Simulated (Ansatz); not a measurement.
# Optical constants of Co3Ge2

Theory: Ansatz 0.2.0, DFT PBEsol, scalar-relativistic, plane waves, PAW. Plane waves to 420 eV; Γ-centred k mesh 12×12×8; Gaussian smearing of 0.20 eV. Collinear spin, site moments 0.8, 0.8, 0.4, 0.0, 0.0 μB.

Equilibrium structure at this level:
```yaml
crystal:
  lattice:
    - [3.87138, 0.00000, 0.00000]
    - [-1.93569, 3.35271, 0.00000]
    - [0.00000, 0.00000, 4.80153]
  atoms:
    - { symbol: Co, position: [0.66667, 0.33333, 0.24283] }
    - { symbol: Co, position: [0.66667, 0.33333, 0.75717] }
    - { symbol: Co, position: [0.00000, 0.00000, 0.50000] }
    - { symbol: Ge, position: [0.00000, 0.00000, 0.00000] }
    - { symbol: Ge, position: [0.33333, 0.66667, 0.50000] }
```

In a metal these results depend on the k mesh and the smearing.

Independent-particle response (no local fields, no excitons) on a 18×18×12 mesh, broadened by 0.1 eV; the Drude term is undamped and its weight carries the smearing above, which sets much of it in a semimetal. The run couldn't bound its error over part or most of this range, so small peaks and near ties are unsure. Light polarised along y. ε₁ lacks the small share of bands above those solved.

**Question.** Tabulate ε₁ and ε₂ against photon energy.

**Answer.**
| E (eV) | ε₁ | ε₂ |
| --- | --- | --- |
| 0.3 | -167.10 | 61.35 |
| 0.6 | -33.77 | 38.70 |
| 0.9 | -9.93 | 28.37 |
| 1.2 | -2.97 | 28.66 |
| 1.5 | -3.10 | 23.71 |
| 1.8 | -4.07 | 16.65 |
| 2.1 | 0.59 | 12.21 |
| 2.4 | 2.74 | 13.69 |
| 2.7 | 1.98 | 12.67 |
| 3.0 | 2.40 | 11.86 |
| 3.3 | 2.47 | 10.09 |
| 3.6 | 3.62 | 10.24 |
| 3.9 | 4.38 | 11.20 |
| 4.2 | 4.03 | 11.54 |
| 4.5 | 4.22 | 13.42 |
| 4.8 | 1.28 | 14.03 |
| 5.1 | 0.27 | 14.57 |
| 5.4 | -3.69 | 13.22 |
| 5.7 | -5.05 | 9.27 |
| 6.0 | -3.38 | 8.12 |
| 6.3 | -3.59 | 6.95 |
| 6.6 | -2.93 | 6.16 |
| 6.9 | -1.84 | 5.59 |
| 7.2 | -1.98 | 5.35 |
| 7.5 | -1.29 | 5.37 |
| 7.8 | -1.56 | 5.68 |
| 8.1 | -1.90 | 5.12 |
| 8.4 | -1.65 | 4.97 |
| 8.7 | -1.85 | 4.69 |
| 9.0 | -1.60 | 4.60 |
| 9.3 | -1.78 | 4.63 |
| 9.6 | -2.03 | 4.62 |
| 9.9 | -2.48 | 4.13 |
| 10.2 | -2.58 | 3.50 |
| 10.5 | -2.24 | 3.05 |
| 10.8 | -2.02 | 2.96 |
| 11.1 | -2.16 | 2.90 |
| 11.4 | -2.13 | 2.46 |
| 11.7 | -1.97 | 2.22 |
| 12.0 | -1.84 | 2.04 |

**Question.** Where is the highest local maximum of ε₂ between 0.3 and 12 eV?

**Answer.** At 1.2 eV, where ε₂ = 28.7.

Cost: 1 run of about 33 core-minutes, on Oxide Virtual Turin-like Processor (Zen 5) (shared hosts).